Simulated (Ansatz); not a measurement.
input.yaml (Ansatz)

```yaml
crystal:
  lattice:
    - [0.0, 2.3120451189, 2.3120451189]
    - [2.3120451189, 0.0, 2.3120451189]
    - [2.3120451189, 2.3120451189, 0.0]
  atoms:
    - { symbol: Fe, position: [0.125, 0.125, 0.125], spin: 2.5 }
    - { symbol: Fe, position: [0.875, 0.875, 0.875], spin: -2.5 }
hamiltonian:
  xc: lda
  pseudopotentials:
    kind: paw
    azcp:
      Fe: "pseudopotentials/Fe.paw.azcp"
basis:
  ecutwfc: 420
  fft_grid_basis: typed
kpoints:
  mp_grid: { grid: [13, 13, 13], shift: [0, 0, 0] }
magnetization:
  spin_polarized: true
scf:
  occupations: { method: fermi_dirac, width: 0.05 }
  lower_state_search: "off"
output:
  stress: true
```

and its output:

```
Warning: the record states the generating functional pbe (its physics header spells it `PBE`), which answers neither for hamiltonian.xc's functional nor for the lda family's — results may be inconsistent (PPs are generated against a specific XC)
Engine: ansatz 0.2.0, aarch64-unknown-linux-gnu
Pseudopotentials: kind: paw
Pseudopotential: Fe, paw, valence charge 16, recommended cutoff 420 eV (normal) 
Functional definition: SPW92
  exchange = slater_x
  correlation = pw_c
Crystal: 2 atoms, lattice volume = 24.718 Å³
Basis set: ecut = 420 eV, 531 PW (Γ)
Bands: 23, of which v1, the nominal top of the filled ones, is band 16 counted from 1 (15 counted from 0)
Symmetry: 24 space group operations
Space group: F-43m (ITA 216), of the structure as read, at distance tolerance 2.9e-5 Å
Magnetic group: BNS 227.130 (UNI 1632), of the structure as read, at distance tolerance 2.9e-5 Å
k-points: 84 of 2197 (time reversal used)
Non-local potential: Fe, projectors of the file, l = 0: 3, l = 1: 2, l = 2: 3, l = 3: 1
PAW form: soft (Blöchl's): semilocal exchange-correlation on the pseudo side does not see the compensation charge
PAW frozen core: Fe, regenerated for the run's functional, and the local potential with it (the file was generated under x = pbe(κ = 0.804, μ = 0.2195149727645171), c = pbe(β = 0.06672455060314922))
PAW one-centre angular grid: Fe, 590 points (default); XC on 64 Gauss nodes
Initial density: superposition of atomic densities (chi_scale 0.1, normalization cell)
Starting moments: Σ|m| = 5 μB on 2 of 2 sites
Starting magnetic order: antiferromagnet; an inversion exchanges its spin sublattices: spin-degenerate at every k-point
Initial wavefunctions: pseudopotential atomic-orbital guess
Functional: x = slater, c = lda
iter 1 solved again at ethr=2.34e-3 eV; its pass at ethr=3.10e-3 eV (dr2=7.48e-1 eV) is discarded
SCF iter   1: F=—  HF=-8836.767613 eV  |F-HF|=—  |Δ(HF+E_count)|=         —  Δρ=1.32e-1 (↑1.32e-1 ↓1.32e-1)  dr2=7.52e-1  dr2_m=3.73e0  M=-0.000 μB ∫|m|=2.423 μB  β_m=0.30  ethr=2.34e-3  ⟨swp⟩=1.0  Hψ=20870  notcnv=0
spin=Collinear: Kerker preconditioning applied to the charge; magnetization (m = ρ↑ − ρ↓) channel mixes plain (no charge-response kernel on spin).
SCF iter   2: F=—  HF=-8836.913271 eV  |F-HF|=—  |Δ(HF+E_count)|=   1.46e-1  Δρ=1.11e-1 (↑1.11e-1 ↓1.11e-1)  dr2=4.93e-1  dr2_m=2.65e0  M=0.000 μB ∫|m|=2.131 μB  β_m=0.30  ethr=2.34e-3  ⟨swp⟩=2.0  Hψ=4935  notcnv=0
SCF iter   3: F=—  HF=-8836.901576 eV  |F-HF|=—  |Δ(HF+E_count)|=   1.17e-2  Δρ=8.90e-2 (↑8.90e-2 ↓8.90e-2)  dr2=1.00e-2  dr2_m=1.79e0  M=-0.000 μB ∫|m|=1.905 μB  β_m=0.30  ethr=1.54e-3  ⟨swp⟩=2.7  Hψ=7367  notcnv=0  defer=66
SCF iter   4: F=—  HF=-8837.036402 eV  |F-HF|=—  |Δ(HF+E_count)|=   1.35e-1  Δρ=7.64e-2 (↑7.64e-2 ↓7.64e-2)  dr2=8.48e-3  dr2_m=1.32e0  M=0.000 μB ∫|m|=1.675 μB  β_m=0.30  ethr=3.13e-5  ⟨swp⟩=2.8  Hψ=8025  notcnv=0  defer=166
...
iter 17 did not close the SCF: its close was put off for a magnetic moment that had not settled (scf_convergence_deferred on its scf_iter line)
SCF iter  17: F=-8837.457893 eV  HF=-8837.457893 eV  |F-HF|=1.36e-9  |Δ(HF+E_count)|=   1.28e-8  Δρ=4.11e-6 (↑4.11e-6 ↓3.80e-6)  dr2=5.95e-9  dr2_m=4.21e-10  M=-0.000 μB ∫|m|=0.000 μB  β_m=0.87  ethr=3.13e-10  ⟨swp⟩=4.2  Hψ=11851  notcnv=0
iter 18 did not close the SCF: its close was put off for a magnetic moment that had not settled (scf_convergence_deferred on its scf_iter line)
SCF iter  18: F=-8837.457893 eV  HF=-8837.457893 eV  |F-HF|=1.46e-9  |Δ(HF+E_count)|=   2.09e-9  Δρ=1.93e-6 (↑1.93e-6 ↓1.89e-6)  dr2=1.89e-9  dr2_m=4.84e-11  M=-0.000 μB ∫|m|=0.000 μB  β_m=0.94  ethr=1.86e-11  ⟨swp⟩=1.8  Hψ=10424  notcnv=0
SCF iter  19: F=-8837.457893 eV  HF=-8837.457893 eV  |F-HF|=1.82e-12  |Δ(HF+E_count)|=  2.78e-10  Δρ=9.53e-8 (↑9.53e-8 ↓8.32e-8)  dr2=2.72e-12  dr2_m=7.98e-13  M=-0.000 μB ∫|m|=0.000 μB  ethr=5.89e-12  ⟨swp⟩=1.7  Hψ=10121  notcnv=0
WARN: the starting moments were not kept: the SCF closed with an absolute magnetisation of 1.0e-6 μB, where they sum to 5 μB in size (2 sites). That is at most 0.1 of that sum. Measured as dr2_m measures the in/out step, that magnetisation stands 8.7e-13 eV from none, at or under the dr2_threshold of 1.0e-7 eV: it is no larger than a step whose dr2_m would equal this threshold. The system may hold no moment; this SCF shows only that its start led to no more than that. To try another start: raise the starting moments (crystal.atoms[].spin, magnetization.per_species, magnetization.initial_magnetization, or on a non-collinear deck that types none of these the spinor_matrix: blocks that start its atoms; where the total moment is fixed, keep their sum and leave initial_magnetization as it is; typed ones take the place of any that the run laid by itself, positive ones on a crystal's lanthanoids without a Hubbard term where scf.initial_density.shell_occupations: [] is typed) or, if the notice of its spin-set hold's release reads "site moments contracting" or "site moments show no strong build", lengthen the hold (scf.mixing.spin_hold: { on: { confirm: 4 } }; for m-r²SCAN on two components see the key's manual first). Each may lead to a state that holds a moment. A second SCF, from the converged charge density, with the starting moments and any scf.initial_density.shell_occupations laid on it anew, would have followed, and was not run: the deck does not ask for one (magnetization.retry_lost_moments is false, the default). To let it run, set magnetization.retry_lost_moments: true and run the deck again, where that key's refused combinations let it; where memory then withholds it, that run's warning says so.
SCF 1 converged in 19 iterations: F = -8837.457893 eV  dr2 = 2.72e-12
SCF converged after 19 iterations
Magnetization: -0.0000 μB (16.0000 up, 16.0000 down)
Absolute magnetization: 0.0000 μB (∫|ρ↑−ρ↓|, with the PAW one-centre terms)
Spin contamination: 0.0000 ħ² per cell (⟨S²⟩ above its minimum at these occupations)
Per-site moments (μB) at R_I (Å): [(3.49879052653787e-7, 0.8259445456610752), (-5.6221167353624e-7, 0.8259445456610752)]
Free energy (F): -8837.457893 eV
Harris-Foulkes:  -8837.457893 eV  (|F-HF|=1.82e-12)
Internal energy: -8837.441875 eV  (E = F + TS)
E sigma→0 (E₀):  -8837.449884 eV
Entropy (-TS):   -0.016019 eV (-8.009 meV/atom)
Fermi energy:    16.269676 eV
--- Per-component energies (eV) ---
  E_band       = -499.938428
  E_kinetic    = 723.253182
  E_local      = -4962.451284  (includes V_loc(G=0)·N_el)
  E_nonlocal   = 443.107301
  E_hartree    = 2104.628491
  E_xc         = -237.217012
  E_vxc        = -307.060494  (∫ρ·V_xc dr)
  E_paw        = -2615.229930  (= ΣΔE_a)
  E_vpaw       = -606.045786  (= ΣTr[D̂ρ^β])
  E_aug_tail   = 0.001656  (compensation charges beyond the density's cutoff)
  E_ewald      = -4294.337350
  E_core_change = 0.803071  (= ΣΔE_core)
  E_smearing   = -0.016019  (= −TS)
  E_closure    = 0.000000  (closes the sum)
  Σ components = -8837.457893   (vs F -8837.457893, Δ=0.00e0)
--- Stress (GPa, compression-positive) ---
       18.987002       0.000000       0.000000
       -0.000000      18.987002      -0.000000
        0.000000      -0.000000      18.987002
  P = ⅓ Tr σ = 18.9870 GPa (189.870 kbar)
```
